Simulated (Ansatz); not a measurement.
BaCu:
```
CELL_PARAMETERS angstrom
      4.46398     0.00000     0.00000
     -2.23199     3.86592     0.00000
      0.00000     0.00000    16.62694
ATOMIC_POSITIONS crystal
  Ba 0.33333 0.66667 0.37383
  Ba 0.66667 0.33333 0.62617
  Ba 0.66667 0.33333 0.87383
  Ba 0.33333 0.66667 0.12617
  Cu 0.66667 0.33333 0.25000
  Cu 0.33333 0.66667 0.75000
  Cu 0.00000 0.00000 0.75000
  Cu 0.00000 0.00000 0.25000
```

Relaxed with r²SCAN. Special points in fractions of this cell's reciprocal vectors: Γ (0.000, 0.000, 0.000); M (0.500, 0.000, 0.000); K (0.333, 0.333, 0.000); A (0.000, 0.000, 0.500); L (0.500, 0.000, 0.500); H (0.333, 0.333, 0.500).

Task: List the band energies nearest the Fermi level at these points for DFT-r²SCAN in the program Ansatz with PAW potentials.

Result: In eV from the Fermi level; about four levels below and three above (degenerate sets whole), none deeper than 8.9 eV; points with the same levels are listed once.

```
k                                      below                          above
-  -----------------------------------------  -----------------------------
Γ  -2.55 -2.55 -2.55 -2.55 -2.35 -1.60 -0.81            0.49 0.76 1.31 1.31
M                    -1.86 -1.85 -0.21 -0.21                 0.41 0.46 0.49
K                    -1.99 -1.99 -0.36 -0.36            0.41 0.47 0.69 0.69
A                    -2.06 -2.06 -0.19 -0.19  1.16 1.16 1.33 1.33 1.33 1.33
L                    -1.85 -1.85 -0.19 -0.19            0.40 0.40 0.55 0.55
H                    -1.99 -1.99 -0.36 -0.36            0.44 0.44 0.84 0.84
```

Space group P6_3/mmc. The first step of the workflow began from a Materials Project structure, measured or hypothetical; the Crystallography Open Database copy checked does not list it. Whether it is the stable phase at ambient conditions was not checked. The r²SCAN relaxation kept the symmetry of its start; whether a distortion lowers the energy is not shown. No spin polarisation was allowed. Scalar-relativistic: spin–orbit coupling is off unless named, which matters more the heavier the elements.

Potentials: the later of the program's two PAW sets.
